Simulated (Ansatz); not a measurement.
This run works on a generated trial structure, not on a known crystal.

Input and command of a plane-wave DFT calculation in Ansatz:

```yaml
crystal:
  lattice:
    - [3.4089482, 0.0, 0.0]
    - [0.0, 3.4089482, 0.0]
    - [0.0, 0.0, 5.87579056]
  atoms:
    - { symbol: Al, position: [0.5, 0.0, 0.0] }
    - { symbol: Al, position: [0.0, 0.5, 0.0] }
    - { symbol: Al, position: [0.0, 0.0, 0.27700001] }
    - { symbol: Al, position: [0.0, 0.0, 0.72299999] }
    - { symbol: "N", position: [0.0, 0.0, 0.0] }
    - { symbol: F, position: [0.5, 0.5, 0.5] }
basis:
  ecutwfc: 420
kpoints:
  mp_grid: { grid: [6, 6, 4] }
hamiltonian:
  xc: pbe
scf:
  occupations: { method: gaussian, width: 0.1 }
  lower_state_search: "off"
output:
  forces: true
  stress: true
  eigenvalues: true
relax:
  adjacent_minimum: "off"
  f_tol: 0.04
  max_steps: 70
  cell: { stress_tol: 0.4 }
```

```bash
ansatz run input.yaml --threads 1 --pin off --max-ram 2560MiB --backend cpu --events-out ev --progress --plain --runs-dir out
```

Processor: Intel(R) Xeon(R) Processor @ 2.50GHz (Skylake/Cascade Lake), 1 thread, on a host shared with other jobs.

Q: How long does it run, and how much memory does it take?

A: About 110 s, peak memory 0.4 GiB. It solves 18 bands at 30 k points (after reduction by symmetry) with about 2089 plane waves (on the last cell), in 96 SCF iterations over 14 ionic steps.
